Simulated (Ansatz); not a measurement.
Question: Name crystals whose computed values (the program Ansatz at the PBEsol level (PAW)) fall in these windows: B₀ by P(V) fit (GPa) 150 to 180; highest Γ mode, no LO–TO term (cm⁻¹) 230 to 300.

Answer: 

```json
[
 {"crystal": "AlIr, rock salt", "B₀ by P(V) fit (GPa)": "167", "highest Γ mode, no LO–TO term (cm⁻¹)": "278"},
 {"crystal": "NiGe, Pnma (Ni on 4c, Ge on 4c)", "B₀ by P(V) fit (GPa)": "152", "highest Γ mode, no LO–TO term (cm⁻¹)": "280"},
 {"crystal": "ZnNi, CsCl type", "B₀ by P(V) fit (GPa)": "172", "highest Γ mode, no LO–TO term (cm⁻¹)": "252"},
 {"crystal": "Cu3Pd, Cu3Au type", "B₀ by P(V) fit (GPa)": "177", "highest Γ mode, no LO–TO term (cm⁻¹)": "250"},
 {"crystal": "TiAu, P4/nmm (Ti on 2c, Au on 2c)", "B₀ by P(V) fit (GPa)": "161", "highest Γ mode, no LO–TO term (cm⁻¹)": "290"}
]
```
Others may fit too.

Typed or built starts, not in the databases checked: AlIr, rock salt. Standing as an ambient phase not checked: ZnNi, CsCl type; Cu3Pd, Cu3Au type; TiAu, P4/nmm (Ti on 2c, Au on 2c). Unstable at this level: AlIr, rock salt; ZnNi, CsCl type. All cells were relaxed under the symmetry of their starts (and spin orders); stability against distortions was not tested throughout. Rows with no word on spin ran without spin polarisation. Scalar-relativistic: spin–orbit coupling is off unless named, which matters more the heavier the elements.

Potentials: the later of the program's two PAW sets.
